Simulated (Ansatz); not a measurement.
HfC:
```yaml
crystal:
  lattice:
    - [0.00000, 2.32566, 2.32566]
    - [2.32566, 0.00000, 2.32566]
    - [2.32566, 2.32566, 0.00000]
  atoms:
    - { symbol: Hf, position: [0.00000, 0.00000, 0.00000] }
    - { symbol: C, position: [0.50000, 0.50000, 0.50000] }
```

Relaxed with PBE. Special points in fractions of this cell's reciprocal vectors: Γ (0.000, 0.000, 0.000); X (0.500, 0.000, 0.500); U (0.625, 0.250, 0.625); K (0.375, 0.375, 0.750); L (0.500, 0.500, 0.500); W (0.500, 0.250, 0.750).

### Question
List the band energies nearest the Fermi level at these points for PBE (plane waves, PAW; program Ansatz).

### Answer
In eV from the Fermi level; about four levels below and three above (degenerate sets whole), none deeper than 8.9 eV; points with the same levels are listed once.

```csv
k,below,above
Γ,–,1.07 1.07 1.07
X,-2.60 -1.77 -0.06 -0.06,5.30 6.72 6.72
U,-3.50 -2.73 -1.62,1.60 5.78 6.16
L,-8.43 -6.14 -2.99 -2.99,5.30 5.30 5.76
W,-2.96 -2.71 -2.71,3.68 3.68 6.74
```

Space group Fm-3m (rock salt). The cell was relaxed with PBE under the symmetry of its start. No spin polarisation was allowed. Spin–orbit coupling is left out wherever it is not named.

Potentials: the earlier of the program's two PAW sets.
